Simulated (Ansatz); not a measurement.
YSn₃: hydrostatic pressure series

These are results of DFT PBEsol, scalar-relativistic, plane waves, PAW in Ansatz 0.2.0, not measurements. Settings: 420 eV cutoff, 10×10×10 k-mesh, Gaussian smearing of 0.10 eV, no spin polarisation.

Reference structure (relaxed):

```
CELL_PARAMETERS angstrom
4.64713 0.00000 0.00000
0.00000 4.64713 0.00000
0.00000 0.00000 4.64713
ATOMIC_POSITIONS crystal
Y 0.00000 0.00000 0.00000
Sn 0.00000 0.50000 0.50000
Sn 0.50000 0.00000 0.50000
Sn 0.50000 0.50000 0.00000
```

Cell and atoms are relaxed at each pressure within the symmetry of the start, at zero temperature, so transitions that lower the symmetry aren't seen. The k-mesh given is that at zero pressure and may differ at others. a, b and c are the lengths of the cell vectors above.

```
P (GPa) V (Å³/atom) V/V0  a (Å) b (Å) c (Å)
     -3        26.44  1.054  4.729  4.729  4.729
      0        25.09  1.000  4.647  4.647  4.647
      3        24.05  0.959  4.582  4.582  4.582
      8        22.71  0.905  4.496  4.496  4.496
     15        21.34  0.851  4.403  4.403  4.403
     30        19.35  0.771  4.262  4.262  4.262
     60        17.03  0.679  4.084  4.084  4.084
```

Q: What bulk modulus and pressure derivative fit these points?

A: A third-order Birch–Murnaghan fit gives B0 = 64 GPa and B0' = 4.5.